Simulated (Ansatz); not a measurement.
Notes on LuAl$_{3}$B$_{2}$

```
B Al Lu
1.0
     5.51735    0.00000    0.00000
    -2.75867    4.77816    0.00000
     0.00000    0.00000    3.09902
B Al Lu
2 3 1
Direct
  0.33330 0.66670 0.00000
  0.66660 0.33330 0.00000
  0.50000 0.00000 0.50000
  0.50000 0.50000 0.50000
  0.00000 0.50000 0.50000
  0.00000 0.00000 0.00000
```

Method: LDA, no spin polarisation; PAW, plane waves to 420 eV, 7×7×11 Γ-centred mesh, fermi-dirac occupations (width 0.0205 eV) (Ansatz 0.2.0), atoms fixed.

(1) Is there a gap?

(2) Are the atoms at rest?

(3) What does the stress say?

(4) Give the Bader charges.

(5) Is it stable against the elements?

Origin: a known structure type with other elements, at an estimated volume, so it need not be a known compound.

Answers

(1) It is a metal, with about 2.7 states/eV a cell as the mean within 0.25 eV of the Fermi level, mostly B p (47 %), Lu d (24 %) and Al p (14 %).

(2) The forces vanish by the symmetry of the sites.

(3) The pressure is -2.7 GPa (compression positive), so with the atoms held at these fractions the cell would first shrink. The principal stresses -9.7, -9.7, 11.3 GPa differ, so its shape would change too.

(4) Bader charges in e: Lu +0.96, Al +1.58, B -2.85. In the mean Al gives up most and B takes most.

(5) 0.06 eV an atom against the elements' usual phases (free molecules for gases, crystals otherwise, with no correction for O₂ or N₂), so at this geometry it isn't bound against them. Relaxing would lower it.
